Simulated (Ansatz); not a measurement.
Starting cell, GaSb (zinc blende):

```yaml
crystal:
  lattice:
    - [0.00000, 6.21351, 6.21351]
    - [3.10675, 0.00000, 3.10675]
    - [3.10675, 3.10675, 0.00000]
  atoms:
    - { symbol: Sb, position: [0.37500, 0.75000, 0.75000] }
    - { symbol: Sb, position: [0.87500, 0.75000, 0.75000] }
    - { symbol: Ga, position: [0.00000, 0.00000, 0.00000] }
    - { symbol: Ga, position: [0.50000, 0.00000, 0.00000] }
```

Scan: atom 2 (Sb, nearest neighbour Ga at 2.691 Å; its periodic images, 4.4 Å or more away, move with it) is displaced towards the nearest neighbour, direction (0.577, 0.577, 0.577) in Cartesian axes, by s. The other atoms stay.

Computed with PBE (plane waves to 420 eV, PAW, scalar-relativistic; Ansatz, an electronic-structure program). k mesh 11×11×11 (Γ-centred), Fermi-Dirac smearing 0.05 eV. Energies are smeared free energies. With partly filled bands, energies and forces of such displacements shift with the k mesh and the smearing. At this level the bands of GaSb touch or barely overlap; measurements give the solid a gap. GaSb was relaxed with its symmetry unable to fall. Spin-orbit coupling is left out, though Sb is heavy. ΔE is measured from the undisplaced structure. The last digit holds for this mesh only.

```
s (Å)   ΔE (meV/cell)
------  -------------
-0.270          210.2
-0.216          142.3
-0.162           84.5
-0.108           39.6
-0.054           10.4
0.000             0.0
0.054            11.4
0.108        withheld
0.162           113.3
0.216           211.5
0.270           347.0
```

Q: Fit a polynomial form (powers 2, 3, 4) to the given rows and predict ΔE at s = 0.108.

A: Least squares on the 10 given rows: ΔE = (3740)·s² + (3463)·s³ + (1117)·s⁴, in meV/cell with s in Å; root-mean-square residual 0.23 meV/cell. At 0.108 the fit gives 48.1 meV/cell; the calculation gives 48.0 meV/cell, so the interpolation is off by 0.1 (+0.2 %). The quadratic term alone would give 43.6 meV/cell.

(A displaced cell: forces are minus the slopes of the energy, force constants its curvatures, and phonons follow from these.)
